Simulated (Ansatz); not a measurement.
Input file for Ansatz (a quantum-chemistry and plane-wave program):

Ansatz 0.2 input:
```yaml
crystal:
  lattice:
    - [3.1274674946, 0.0, 0.0]
    - [-1.5637337473, 2.7084662998, 0.0]
    - [0.0, 0.0, 5.7557438111]
  atoms:
    - { symbol: V, position: [0.0, 0.0, 0.0] }
    - { symbol: S, position: [0.6666666667, 0.3333333333, 0.7456477418] }
    - { symbol: S, position: [0.3333333333, 0.6666666667, 0.2543522582] }
kpoints:
  mp_grid: { grid: [15, 15, 7] }
hamiltonian:
  xc: pbesol
  pseudopotentials: { kind: paw }
scf:
  occupations: { method: fermi_dirac, width: 0.1 }
phonons:
  method: dfpt
  response_accuracy: low
  eigenvectors: true
  rigid_motions: translations
```

Output (shortened):

```
zone centre: on kpoints.mp_grid the ground state, and the responses unless they are solved on pairs of k-points, stand on 424 of the mesh's 1575 k-points, …
Pseudopotentials: kind: paw
Pseudopotential: V, paw, valence charge 13
Pseudopotential: S, paw, valence charge 6
Functional definition: PBEsol
Crystal: 3 atoms, lattice volume = 48.755 Å³
Basis set: ecut = 420 eV, 931 PW (Γ), exchange–correlation on 48×48×80 points (8 copies of the dense FFT grid, shifted against one another)
Bands: 17, of which v1, the nominal top of the filled ones, is band 13 counted from 1 (12 counted from 0)
Symmetry: 12 space group operations
k-points: 424 of 1575 (irreducible under 2 space group operations, time reversal used)
PAW frozen core: V, regenerated for the run's functional, and the local potential with it
PAW frozen core: S, regenerated for the run's functional, and the local potential with it
Initial wavefunctions: pseudopotential atomic-orbital guess
Eigensolver: davidson
Functional: x = pbesol(κ = 0.804, μ = 0.12345679012345678), c = pbesol(β = 0.046)
SCF iter   1: F=—  HF=-4657.956903 eV  |F-HF|=—  |Δ(HF+E_count)|=         —  Δρ=6.20e-3  dr2=1.92e-2  ethr=1.77e-3  ⟨swp⟩=5.0  Hψ=36214  notcnv=0
all-band conjugate gradients solve this SCF's bands
preconditioner: auto → Kerker (q_TF=auto, 2.441 Å⁻¹)
SCF iter   2: F=—  HF=-4657.954034 eV  |F-HF|=—  |Δ(HF+E_count)|=   2.87e-3  Δρ=3.82e-3  dr2=8.44e-3  ethr=7.67e-5  ⟨swp⟩=1.0  Hψ=10612  notcnv=0
SCF iter   3: F=—  HF=-4657.952777 eV  |F-HF|=—  |Δ(HF+E_count)|=   1.26e-3  Δρ=5.35e-4  dr2=1.99e-4  ethr=3.38e-5  ⟨swp⟩=2.2  Hψ=10840  notcnv=0
SCF iter   4: F=—  HF=-4657.952794 eV  |F-HF|=—  |Δ(HF+E_count)|=   1.65e-5  Δρ=2.05e-4  dr2=5.21e-5  ethr=7.97e-7  ⟨swp⟩=1.1  Hψ=7503  notcnv=0
SCF iter   5: F=—  HF=-4657.952803 eV  |F-HF|=—  |Δ(HF+E_count)|=   9.27e-6  Δρ=7.01e-5  dr2=7.24e-6  ethr=2.08e-7  ⟨swp⟩=2.0  Hψ=9818  notcnv=0
SCF iter   6: F=—  HF=-4657.952800 eV  |F-HF|=—  |Δ(HF+E_count)|=   2.73e-6  Δρ=1.08e-5  dr2=6.85e-8  ethr=2.90e-8  ⟨swp⟩=2.0  Hψ=9388  notcnv=0
SCF iter   7: F=—  HF=-4657.952802 eV  |F-HF|=—  |Δ(HF+E_count)|=   2.37e-6  Δρ=3.25e-6  dr2=5.66e-9  ethr=2.74e-10  ⟨swp⟩=2.0  Hψ=10458  notcnv=0
SCF iter   8: F=—  HF=-4657.952802 eV  |F-HF|=—  |Δ(HF+E_count)|=   2.57e-9  Δρ=9.01e-7  dr2=3.59e-10  ethr=2.27e-11  ⟨swp⟩=2.8  Hψ=11229  notcnv=0
SCF iter  10: F=-4657.952802 eV  HF=-4657.952802 eV  |F-HF|=9.09e-13  |Δ(HF+E_count)|=  1.82e-12  Δρ=4.81e-8  dr2=1.44e-12  ethr=1.00e-12  ⟨swp⟩=5.3  Hψ=28947  notcnv=0
SCF 1 converged in 10 iterations: F = -4657.952802 eV  dr2 = 1.44e-12
DFPT response loops at Γ: preconditioner auto → Kerker (q_TF=auto, 2.441 Å⁻¹) (partly filled bands, converged f_vac=0.003) …
SCF converged after 10 iterations
Free energy (F): -4657.952802 eV
Harris-Foulkes:  -4657.952802 eV  (|F-HF|=9.09e-13)
Internal energy: -4657.891506 eV  (E = F + TS)
E sigma→0 (E₀):  -4657.922154 eV
Entropy (-TS):   -0.061297 eV (-20.432 meV/atom)
Fermi energy:    9.942997 eV
--- Per-component energies (eV) ---
  E_band       = -204.913495
  E_kinetic    = 551.403406
  E_local      = -1917.033225  (includes V_loc(G=0)·N_el)
  E_nonlocal   = 12.024853
  E_hartree    = 847.930796
  E_xc         = -322.848970
  E_vxc        = -341.108382  (∫ρ·V_xc dr)
  E_paw        = -2253.954722  (= ΣΔE_a)
  E_vpaw       = -206.061965  (= ΣTr[D̂ρ^β])
  E_aug_tail   = 0.000254  (compensation charges beyond the density's cutoff)
  E_ewald      = -1575.687474
  E_core_change = 0.273578  (= ΣΔE_core)
  E_smearing   = -0.061297  (= −TS)
  E_closure    = 0.000000  (closes the sum)
  Σ components = -4657.952802   (vs F -4657.952802, Δ=0.00e0)
  [band-id]    e_kinetic+e_local+e_nonlocal+2·e_hartree+e_vxc+e_vpaw+e_augmentation_tail = -204.913467   (vs E_band -204.913495, Δ=2.79e-5)
--- Band table (eV; the first three rows and the last of 424) ---
  k-point 0: bands = ["-54.5002", "-28.4320", "-28.4320", "-28.3978", "-5.0029", "-3.2001", "3.3517", "7.0984", "7.0984", "9.3234", "9.6766", "9.8203", "9.8203", "10.5651", "10.5651", "13.3189", "13.3189"]
  k-point 1: bands = ["-54.5002", "-28.4320", "-28.4320", "-28.3978", "-4.9477", "-3.3071", "3.5689", "7.1037", "7.1037", "8.5859", "9.8179", "9.8179", "10.1648", "10.5314", "10.5314", "13.3735", "13.3735"]
  k-point 2: bands = ["-54.5002", "-28.4320", "-28.4320", "-28.3979", "-4.7957", "-3.5693", "4.1523", "7.1157", "7.1157", "7.5591", "9.8127", "9.8127", "10.4588", "10.4588", "10.5376", "13.4948", "13.4948"]
  k-point 423: bands = ["-54.4815", "-28.5761", "-28.4974", "-28.3642", "-2.8850", "-2.4402", "4.6140", "5.0108", "5.9983", "6.4115", "6.7164", "7.6070", "10.3757", "10.9420", "11.4046", "12.2752", "13.6919"]
  band table: 17 of 17 bands, residual norms ≤ 1.0e-3 eV
--- Phonons (Γ-DFPT): 4 representative perturbations + reference, on 424 of 1575 k-points (Σ response iterations 12) ---
  k mesh reduced under 2 symmetry operations, with k and −k counted as one. Each operation leaves every solved perturbation unchanged …
  ASR residual: 1.909e-3 → 0.000e0 eV/Å²; symmetrization residual: 4.247e-5 eV/Å²
  ASR residual per site (eV/Å²): 1.91e-3 1.06e-4 1.06e-4
  Γ frequencies (cm⁻¹): 0.00 0.00 0.00 255.61 255.61 263.43 263.43 371.31 445.78
  non-analytic LO–TO correction: not included (Born effective charges unavailable; polar crystals: no LO–TO splitting at Γ)
```

Cost: about 2.2 core-minutes (a rough figure) on shared cores.

Space group P-3m1 (CdI2 type). The first step of the workflow began from a Materials Project structure, measured or hypothetical; the Crystallography Open Database copy checked does not list it. Its standing as an ambient phase is unchecked. Symmetry was held in the PBEsol relaxation; of distortions, only those at the zone centre were tested. No spin polarisation was allowed. A crystal of weakly bound layers computed without a dispersion correction: the cell and the soft elastic constants depend strongly on that. With an odd number of electrons in the cell and no spin polarisation, the count alone makes it a metal. As this level gives no gap, phonon frequencies hold no LO–TO term and depend on the k-mesh and smearing (Fermi–Dirac, 0.1 eV here).

Potentials: the later of the program's two PAW sets.

Ansatz is a plane-wave DFT program.
